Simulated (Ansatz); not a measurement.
An Ansatz (a quantum-chemistry and plane-wave program) run. Input:

Ansatz 0.2 input:
```yaml
crystal:
  lattice:
    - [0.0, 3.8650712603, 3.8650712603]
    - [3.8650712603, 0.0, 3.8650712603]
    - [3.8650712603, 3.8650712603, 0.0]
  atoms:
    - { symbol: Si, position: [0.625, 0.625, 0.625] }
    - { symbol: Si, position: [0.125, 0.625, 0.625] }
    - { symbol: Si, position: [0.625, 0.125, 0.625] }
    - { symbol: Si, position: [0.625, 0.625, 0.125] }
    - { symbol: Si, position: [0.25, 0.25, 0.25] }
    - { symbol: Si, position: [0.0, 0.0, 0.0] }
    - { symbol: N, position: [0.8675705857, 0.8675705857, 0.8675705857] }
    - { symbol: N, position: [0.397288243, 0.8675705857, 0.8675705857] }
    - { symbol: N, position: [0.8675705857, 0.397288243, 0.8675705857] }
    - { symbol: N, position: [0.8675705857, 0.8675705857, 0.397288243] }
    - { symbol: N, position: [0.3824294143, 0.3824294143, 0.3824294143] }
    - { symbol: N, position: [0.852711757, 0.3824294143, 0.3824294143] }
    - { symbol: N, position: [0.3824294143, 0.852711757, 0.3824294143] }
    - { symbol: N, position: [0.3824294143, 0.3824294143, 0.852711757] }
kpoints:
  mp_grid: { grid: [4, 4, 4] }
hamiltonian:
  xc: hse06
  pseudopotentials: { kind: paw }
scf:
  n_extra_bands: 14
  occupations: { method: fixed }
output:
  eigenvalues: true
  eigenstates:
    e_range: [-9.0, 14.0]
    kpoints:
      - [0.0, 0.151042, -0.151042]  # VBM
      - [0.0, 0.0, 0.0]  # CBM
      - [0.0, 0.0, 0.0]  # GAMMA
      - [0.5, 0.0, 0.5]  # X
      - [0.5, 0.5, 0.5]  # L
      - [0.5, 0.25, 0.75]  # W
      - [0.375, 0.375, 0.75]  # K
      - [0.625, 0.25, 0.625]  # U
```

Output (shortened):

```
Pseudopotential: Si, paw, valence charge 4
Pseudopotential: N, paw, valence charge 5
Functional definition: HSE06
davidson cushion auto → on  (no smearing: the cushion is to keep the highest requested band from converging to the state above it …
Crystal: 14 atoms, lattice volume = 115.479 Å³
Basis set: ecut = 420 eV, 2229 PW (Γ)
Bands: 46, of which v1, the nominal top of the filled ones, is band 32 counted from 1 (31 counted from 0)
Symmetry: 48 space group operations
Space group: Fd-3m (ITA 227), of the structure as read, at distance tolerance 4.9e-5 Å
k-points: 8 of 64
SCF iter   1: F=—  HF=-6899.752618 eV  |F-HF|=—  |Δ(HF+E_count)|=         —  Δρ=4.07e-3  dr2=3.31e-2  ethr=1.77e-3  ⟨swp⟩=9.2  Hψ=1956  notcnv=0
preconditioner: auto → none
SCF iter   2: F=—  HF=-6899.748564 eV  |F-HF|=—  |Δ(HF+E_count)|=   4.05e-3  Δρ=1.84e-3  dr2=6.13e-3  ethr=5.17e-5  ⟨swp⟩=4.5  Hψ=1190  notcnv=0
iter 3 solved again at ethr=4.54e-7 eV; its pass at ethr=9.58e-6 eV (dr2=2.91e-4 eV) is discarded
SCF iter   3: F=-6899.747713 eV  HF=-6899.747286 eV  |F-HF|=4.27e-4  |Δ(HF+E_count)|=   1.28e-3  Δρ=8.78e-4  dr2=2.87e-4  ethr=4.54e-7  ⟨swp⟩=3.1  Hψ=1887  notcnv=0
SCF 1 stopped early in 3 iterations: F = -6899.747713 eV  dr2 = 2.87e-4
Crystal: 14 atoms, lattice volume = 115.479 Å³
Exchange kernel: α = 0.2500, screened, ω = 0.2079 Å⁻¹, Wigner–Seitz truncation, v(0) = 1045.8864 eV·Å³, q-mesh 4×4×4, nearest image of the exchange supercell L …
Frozen-core exchange: fock
SCF iter   1: F=—  HF=-6903.175118 eV  |F-HF|=—  |Δ(HF+E_count)|=         —  Δρ=7.53e-3  dr2=3.80e-2  ethr=4.49e-6  ⟨swp⟩=7.4  Hψ=1960  notcnv=0
preconditioner: auto → none
SCF iter   2: F=—  HF=-6903.159622 eV  |F-HF|=—  |Δ(HF+E_count)|=   1.55e-2  Δρ=3.51e-3  dr2=7.75e-3  ethr=4.49e-6  ⟨swp⟩=4.0  Hψ=1217  notcnv=0
SCF iter   3: F=—  HF=-6903.177917 eV  |F-HF|=—  |Δ(HF+E_count)|=   1.83e-2  Δρ=1.06e-3  dr2=1.40e-3  ethr=4.49e-6  ⟨swp⟩=3.9  Hψ=1126  notcnv=0
SCF iter   4: F=—  HF=-6903.177516 eV  |F-HF|=—  |Δ(HF+E_count)|=   4.01e-4  Δρ=4.10e-4  dr2=2.43e-4  ethr=2.07e-6  ⟨swp⟩=3.2  Hψ=1126  notcnv=0
SCF iter   5: F=-6903.177453 eV  HF=-6903.177454 eV  |F-HF|=1.20e-6  |Δ(HF+E_count)|=   6.22e-5  Δρ=7.79e-5  dr2=2.20e-5  ethr=2.70e-7  ⟨swp⟩=3.0  Hψ=1012  notcnv=0
SCF 2 stopped early in 5 iterations: F = -6903.177453 eV  dr2 = 2.20e-5
hybrid outer 1: dexx = +2.261e-2 eV, tail = 7.18e-5 eV
Crystal: 14 atoms, lattice volume = 115.479 Å³
Exchange kernel: α = 0.2500, screened, ω = 0.2079 Å⁻¹, Wigner–Seitz truncation, v(0) = 1045.8864 eV·Å³, q-mesh 4×4×4, nearest image of the exchange supercell L …
Frozen-core exchange: fock
SCF iter   1: F=—  HF=-6903.177541 eV  |F-HF|=—  |Δ(HF+E_count)|=         —  Δρ=8.69e-5  dr2=8.38e-6  ethr=5.61e-7  ⟨swp⟩=3.6  Hψ=869  notcnv=0
preconditioner: auto → none
iter 2 solved again at ethr=3.61e-10 eV; its pass at ethr=1.24e-8 eV (dr2=2.31e-7 eV) is discarded
SCF iter   2: F=—  HF=-6903.177539 eV  |F-HF|=—  |Δ(HF+E_count)|=   2.29e-6  Δρ=1.86e-5  dr2=4.96e-7  ethr=3.61e-10  ⟨swp⟩=3.1  Hψ=1990  notcnv=0
SCF iter   3: F=—  HF=-6903.177542 eV  |F-HF|=—  |Δ(HF+E_count)|=   2.51e-6  Δρ=1.77e-5  dr2=2.99e-7  ethr=3.52e-10  ⟨swp⟩=5.4  Hψ=1309  notcnv=0
SCF iter   4: F=-6903.177541 eV  HF=-6903.177541 eV  |F-HF|=7.10e-10  |Δ(HF+E_count)|=   9.79e-8  Δρ=3.13e-6  dr2=6.13e-9  ethr=3.52e-10  ⟨swp⟩=3.0  Hψ=1054  notcnv=0
SCF 3 converged in 4 iterations: F = -6903.177541 eV  dr2 = 6.13e-9
hybrid outer 2: dexx = +2.817e-6 eV, tail = 2.16e-8 eV, Δε = 1.43e-3 eV (about 2.85e-5 eV left of the loop's levels)
NSCF: frozen V_eff on 8 k-points
hybrid SCF converged: 2 outer / 9 inner (+3 warm-up), last move |dexx| = 2.82e-6 eV, tail = 2.16e-8 eV
Stability not checked (fock_operator)
Free energy (F): -6903.177542 eV
Frozen-core exchange: fock
Harris-Foulkes:  -6903.177542 eV  (|F-HF|=7.10e-10)
Internal energy: -6903.177542 eV  (E = F + TS)
E sigma→0 (E₀):  -6903.177542 eV
Fermi energy:    10.386122 eV
--- Per-component energies (eV) ---
  E_band       = 192.027580
  E_kinetic    = 1372.284939
  E_local      = -1457.839132  (includes V_loc(G=0)·N_el)
  E_nonlocal   = 491.229727
  E_hartree    = 489.119451
  E_xc         = -674.636186
  E_vxc        = -740.786541  (∫ρ·V_xc dr)
  E_exx        = -150.367129  (= α·E_x^exact, valence–valence)
  E_paw        = -4110.495979  (= ΣΔE_a)
  E_vpaw       = -150.367877  (= ΣTr[D̂ρ^β])
  E_aug_tail   = 0.000865  (compensation charges beyond the density's cutoff)
  E_ewald      = -2861.942227
  E_core_change = -0.531871  (= ΣΔE_core)
  E_smearing   =  0.000000  (= −TS)
  E_closure    = 0.000000  (closes the sum)
  Σ components = -6903.177542   (vs F -6903.177542, Δ=0.00e0)
  [band-id]    e_kinetic+e_local+e_nonlocal+2·e_hartree+e_vxc+2·e_exx+e_vpaw+e_augmentation_tail = 192.026624   (vs E_band 192.027580, Δ=-9.56e-4)
--- Band table (eV; the first three rows and the last of 8) ---
  k-point 0: bands = ["-10.2679", "-6.6953", "-5.7143", "-5.7143", "-5.7143", "-4.6432", "-4.6432", "-4.6432", "-0.9584", "0.1527", "0.6819", "0.6819", "0.6819", "2.4602", "2.4602", "5.8831", "5.8831", "5.8831", "7.8330", "7.8330", "7.8330", "8.4167", …
  k-point 1: bands = ["-9.9101", "-7.2259", "-6.1936", "-5.6413", "-5.6413", "-4.9073", "-4.8809", "-4.8809", "-0.1910", "0.8667", "1.1741", "1.1741", "2.0184", "3.0175", "3.0175", "4.9023", "5.6800", "5.6800", "7.1737", "7.1737", "7.1835", "8.0326", …
  k-point 2: bands = ["-9.1815", "-8.3429", "-6.2148", "-5.4659", "-5.4659", "-5.2292", "-5.2107", "-5.2107", "1.0725", "1.1381", "2.0470", "2.0470", "3.1302", "3.1302", "4.3099", "4.3244", "5.4217", "5.8741", "5.8741", "6.4392", "6.4712", "6.4712", "7.5150", …
  k-point 7: bands = ["-8.3753", "-8.3753", "-7.1040", "-7.1040", "-5.0266", "-5.0266", "-4.9038", "-4.9038", "1.8786", "1.8786", "2.7266", "2.7266", "3.9687", "3.9687", "4.1804", "4.1804", "4.9986", "4.9986", "5.2626", "5.2626", "6.6491", "6.6491", "7.0652", …
```

Cost: very roughly 5 core-minutes on shared cores.

The points marked VBM and CBM come from a semilocal run.

The r²SCAN relaxation kept the symmetry of its start; phonons on a q-mesh show no instability.

Potentials: the later of the program's two PAW sets.

Ansatz is a plane-wave DFT program.
